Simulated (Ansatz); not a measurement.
A relaxation computed with Ansatz, from input to last step.

```yaml
crystal:
  lattice:
    - [4.1952190509, 0.0, 0.0]
    - [0.0, 4.1952190509, 0.0]
    - [0.0, 0.0, 4.1952190509]
  atoms:
    - { symbol: K, position: [0.0, 0.0, 0.0] }
    - { symbol: Ru, position: [0.0, 0.5, 0.5] }
    - { symbol: Ru, position: [0.5, 0.0, 0.5] }
    - { symbol: Ru, position: [0.5, 0.5, 0.0] }
basis:
  ecutwfc: 420
kpoints:
  mp_grid: { grid: [4, 4, 4] }
hamiltonian:
  xc: pbe
scf:
  occupations: { method: gaussian, width: 0.1 }
  lower_state_search: "off"
output:
  forces: true
  stress: true
  eigenvalues: true
relax:
  adjacent_minimum: "off"
  f_tol: 0.04
  max_steps: 70
  cell: { stress_tol: 0.4 }
```

```bash
ansatz run input.yaml --threads 1 --pin off --max-ram 2560MiB --backend cpu --events-out ev --progress --plain --runs-dir out
```

Computed with Ansatz, DFT PBE, scalar-relativistic, plane waves, PAW.

Of 5 frames 5 are shown, positions in Å and forces in eV/Å; the SCF threshold varies from step to step. Steps run on the plane waves of an earlier cell, with a Pulay correction in the pressure. The basis is chosen afresh for the last frame, the zero of the energies, and at times for earlier ones too; energy and pressure step there, also at an unchanged geometry.

```xyz
4
Lattice="4.1952 0.0000 0.0000 0.0000 4.1952 0.0000 0.0000 0.0000 4.1952" Properties=species:S:1:pos:R:3:forces:R:3 pbc="T T T" step=1 free_energy_over_end_meV_per_atom=47.91 pressure_GPa=-8.87
K     0.0000    0.0000    0.0000    0.0000    0.0000    0.0000
Ru    0.0000    2.0976    2.0976    0.0000    0.0000    0.0000
Ru    2.0976    0.0000    2.0976    0.0000    0.0000    0.0000
Ru    2.0976    2.0976    0.0000    0.0000    0.0000    0.0000
4
Lattice="3.9907 0.0000 0.0000 0.0000 3.9907 0.0000 0.0000 0.0000 3.9907" Properties=species:S:1:pos:R:3:forces:R:3 pbc="T T T" step=2 free_energy_over_end_meV_per_atom=23.54 pressure_GPa=8.36
K     0.0000    0.0000    0.0000    0.0000    0.0000    0.0000
Ru    0.0000    1.9954    1.9954    0.0000    0.0000    0.0000
Ru    1.9954    0.0000    1.9954    0.0000    0.0000    0.0000
Ru    1.9954    1.9954    0.0000    0.0000    0.0000    0.0000
4
Lattice="4.0848 0.0000 0.0000 0.0000 4.0848 0.0000 0.0000 0.0000 4.0848" Properties=species:S:1:pos:R:3:forces:R:3 pbc="T T T" step=3 free_energy_over_end_meV_per_atom=0.22 pressure_GPa=-1.20
K     0.0000    0.0000    0.0000    0.0000    0.0000    0.0000
Ru    0.0000    2.0424    2.0424    0.0000    0.0000    0.0000
Ru    2.0424    0.0000    2.0424    0.0000    0.0000    0.0000
Ru    2.0424    2.0424    0.0000    0.0000    0.0000    0.0000
4
Lattice="4.0716 0.0000 0.0000 0.0000 4.0716 0.0000 0.0000 0.0000 4.0716" Properties=species:S:1:pos:R:3:forces:R:3 pbc="T T T" step=4 free_energy_over_end_meV_per_atom=-0.47 pressure_GPa=-0.04
K     0.0000    0.0000    0.0000    0.0000    0.0000    0.0000
Ru    0.0000    2.0358    2.0358    0.0000    0.0000    0.0000
Ru    2.0358    0.0000    2.0358    0.0000    0.0000    0.0000
Ru    2.0358    2.0358    0.0000    0.0000    0.0000    0.0000
4
Lattice="4.0716 0.0000 0.0000 0.0000 4.0716 0.0000 0.0000 0.0000 4.0716" Properties=species:S:1:pos:R:3:forces:R:3 pbc="T T T" step=5 free_energy_over_end_meV_per_atom=0.00 pressure_GPa=-0.02
K     0.0000    0.0000    0.0000    0.0000    0.0000    0.0000
Ru    0.0000    2.0358    2.0358    0.0000    0.0000    0.0000
Ru    2.0358    0.0000    2.0358    0.0000    0.0000    0.0000
Ru    2.0358    2.0358    0.0000    0.0000    0.0000    0.0000
```

The start puts this composition into another compound's structure type, which needn't suit it. At the end the space group is Pm-3m (tolerance 0.05 Å).

The run took 4.5 s on 1 thread of Intel(R) Xeon(R) 6975P-C (Granite Rapids), with other jobs on the host, peak memory 0.35 GiB.

The k mesh is coarse.